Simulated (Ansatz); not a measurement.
RbAu:
```
RbAu
1.0
    4.09622     0.00000     0.00000
    0.00000     4.09622     0.00000
    0.00000     0.00000     4.09622
Rb Au
1 1
Direct
  0.50000   0.50000   0.50000
  0.00000   0.00000   0.00000
```

Relaxed with r²SCAN.

**Question.** Map the valence electron density (e/Å³), cut off at 2 on the plane through (0.500, 0.500, 0.500) spanned by u = [1, 0, 0] and v = [0, 1, 1] in lattice vectors, from plane-wave PAW r²SCAN (Ansatz code).

**Answer.** x is the fraction of u, y of v (the angle between them is 90°; rows are the nearest grid lines); atoms in the plane: Rb at (0.00, 0.00), Au at (0.50, 0.50).
```
|=*@@+:.       .:+@@*=|
|*%@@+:         :+@@%*|
|@@#+:.         .:+#@@|
|*+=:.           .:=+*|
|:::.             .:::|
|..                 ..|
|         ...         |
|       ..:::..       |
|      .:=+*+=:.      |
|     .:+@@@@@+:.     |
|    .:#@@@@@@@#:.    |
|    .-@@@@@@@@@-.    |
|    .-@@@@@@@@@-.    |
|    .:#@@@@@@@#:.    |
|     .:+@@@@@+:.     |
|      .:=+*+=:.      |
|       ..:::..       |
|         ...         |
|..                 ..|
|:::.             .:::|
|*+=:.           .:=+*|
|@@#+:.         .:+#@@|
|*%@@+:         :+@@%*|
|=*@@+:.       .:+@@*=|
```
Scale: ten equal steps from 0.015 (start of ' ') to 2.00 (end of '@'), in the order ' .:-=+*#%@'; x runs from 0.000 to 1.00, y from 0.000 (bottom) to 1.00 (top).

The density is the valence pseudo-density with augmentation charge, so density and ELF within about 1 Å of a nucleus are not all-electron values.

Space group Pm-3m (CsCl type). The first step of the workflow began from a Materials Project structure, measured or hypothetical; the Crystallography Open Database files this formula in space group No. 221, but the cells were not matched. Whether it is the stable phase at ambient conditions was not checked. The r²SCAN relaxation kept the symmetry of its start; whether a distortion lowers the energy is not shown. Spin–orbit coupling is left out wherever it is not named.

Potentials: the later of the program's two PAW sets.
